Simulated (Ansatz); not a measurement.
Ge3Rh5:
```
Ge3Rh5
1.0
    5.48236     0.00000     0.00000
    0.00000    10.48495     0.00000
    0.00000     0.00000     3.94571
Ge Rh
6 10
Direct
  0.90760   0.84445   0.50000
  0.09240   0.15555   0.50000
  0.40760   0.65555   0.50000
  0.59240   0.34445   0.50000
  0.50000   0.00000   0.00000
  0.00000   0.50000   0.00000
  0.34051   0.21452   0.00000
  0.65949   0.78548   0.00000
  0.84051   0.28548   0.00000
  0.15949   0.71452   0.00000
  0.83554   0.60824   0.50000
  0.16446   0.39176   0.50000
  0.33554   0.89176   0.50000
  0.66446   0.10824   0.50000
  0.00000   0.00000   0.00000
  0.50000   0.50000   0.00000
```

Relaxed with r²SCAN.

Problem. Which orbitals make up the states near the Fermi level in plane-wave PAW r²SCAN (Ansatz code)?

Solution. Within 0.5 eV of the Fermi level: Rh 4d 84 %, Ge 4p 11 %. Projections are on Löwdin-orthogonalised atomic valence shells; empty p or d shells of many metals are not among them.

Problem. Tabulate the density of states.

Solution. States/eV per cell of 16 atoms, in 0.25 eV bins, energy from the Fermi level.

```tsv
E (eV)	total	Rh 4d	Ge 4p	Rh 5s
-7.85	0.00	0.00	0.00	0.00
-7.60	0.00	0.00	0.00	0.00
-7.35	0.00	0.00	0.00	0.00
-7.10	0.00	0.00	0.00	0.00
-6.85	0.10	0.03	0.05	0.02
-6.60	5.30	1.78	2.53	0.83
-6.35	7.90	2.84	3.71	1.08
-6.10	10.54	4.80	4.38	1.00
-5.85	8.09	4.06	3.10	0.66
-5.60	8.97	5.22	3.01	0.49
-5.35	10.59	6.48	3.40	0.48
-5.10	11.48	7.08	3.64	0.50
-4.85	18.34	11.84	5.38	0.67
-4.60	13.80	9.44	3.68	0.42
-4.35	16.24	11.96	3.55	0.37
-4.10	20.16	15.49	3.88	0.36
-3.85	17.36	14.12	2.64	0.24
-3.60	14.39	12.19	1.75	0.19
-3.35	21.20	18.73	1.85	0.27
-3.10	18.57	16.36	1.56	0.28
-2.85	16.90	14.92	1.32	0.28
-2.60	17.96	15.92	1.38	0.28
-2.35	20.67	18.77	1.25	0.25
-2.10	21.94	20.22	1.04	0.28
-1.85	23.71	21.92	0.93	0.35
-1.60	24.92	23.08	0.94	0.32
-1.35	22.38	20.35	1.00	0.34
-1.10	18.67	16.61	1.09	0.28
-0.85	13.60	12.30	0.71	0.15
-0.60	7.02	6.13	0.55	0.11
-0.35	8.42	7.49	0.56	0.12
-0.10	9.77	8.33	0.95	0.17
0.15	8.31	6.56	1.22	0.18
0.40	3.02	2.25	0.60	0.05
0.65	6.01	4.04	1.44	0.16
0.90	9.10	5.59	2.30	0.37
1.15	8.39	4.79	2.30	0.38
1.40	8.91	4.65	2.53	0.40
1.65	6.19	2.84	2.03	0.30
1.90	5.57	2.35	2.09	0.28
2.15	5.74	2.29	2.23	0.29
2.40	4.32	1.57	1.76	0.25
2.65	5.60	1.91	2.34	0.34
2.90	6.89	2.28	2.91	0.38
3.15	4.17	1.26	1.91	0.24
3.40	4.86	1.40	2.36	0.29
3.65	6.12	1.68	3.10	0.39
3.90	4.88	1.25	2.57	0.36
4.15	6.25	1.52	3.34	0.49
4.40	5.84	1.36	3.18	0.48
4.65	5.88	1.33	3.25	0.58
```

Space group Pbam. The first step of the workflow began from a Materials Project structure, measured or hypothetical; the Crystallography Open Database copy checked does not list it. Its standing as an ambient phase is unchecked. Symmetry was held in the r²SCAN relaxation; whether a distortion lowers the energy is not shown. The run is not spin-polarised. Spin–orbit coupling is left out wherever it is not named.

Potentials: the later of the program's two PAW sets.
